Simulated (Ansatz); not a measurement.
Hf (hcp, Mg type)

```cif
data_Hf2
_chemical_formula_sum 'Hf2'
_space_group_name_H-M_alt 'P63/mmc'
_space_group_IT_number 194
_space_group_name_Hall '-P 6c 2c'
_cell_length_a 3.15898
_cell_length_b 3.15898
_cell_length_c 4.99983
_cell_angle_alpha 90.000
_cell_angle_beta 90.000
_cell_angle_gamma 120.000
loop_
_atom_site_label
_atom_site_type_symbol
_atom_site_symmetry_multiplicity
_atom_site_Wyckoff_symbol
_atom_site_fract_x
_atom_site_fract_y
_atom_site_fract_z
_atom_site_occupancy
Hf1 Hf 2 d 0.66667 0.33333 0.25000 1
```

This relaxed cell (volume V₀) is scaled evenly in all directions, its shape held. Symmetry pins the atoms to their sites.

Level of theory: PBEsol (plane waves to 420 eV, PAW, scalar-relativistic; Ansatz, a first-principles code). k mesh 17×17×9 (Γ-centred), Fermi-Dirac smearing 0.05 eV. E stands for the smeared free energy. Compression counts positive. Hf is run without spin polarisation. Hf was relaxed with its symmetry unable to fall. Spin-orbit coupling is left out, though Hf is heavy. The PAW data are Ansatz's earlier set. The zero of ΔE is the relaxed starting cell.

| V/V₀ | ΔE (meV/atom) | P (GPa) |
|---|---|---|
| 0.900 | 89 | (withheld) |
| 0.925 | 48 | 10.1 |
| 0.950 | 21 | 6.4 |
| 0.975 | 5 | 3.0 |
| 1.000 | 0 | 0.0 |
| 1.025 | 5 | -2.7 |
| 1.050 | (withheld) | -5.1 |
| 1.075 | 39 | -7.3 |
| 1.100 | 67 | -9.2 |

Question: Fill in the missing entries.

Answer: 
- 0.900, P (GPa): 14.3
- 1.050, ΔE (meV/atom): 18

(Under strain, the slope of the energy per volume gives the stress and its curvature an elastic modulus.)
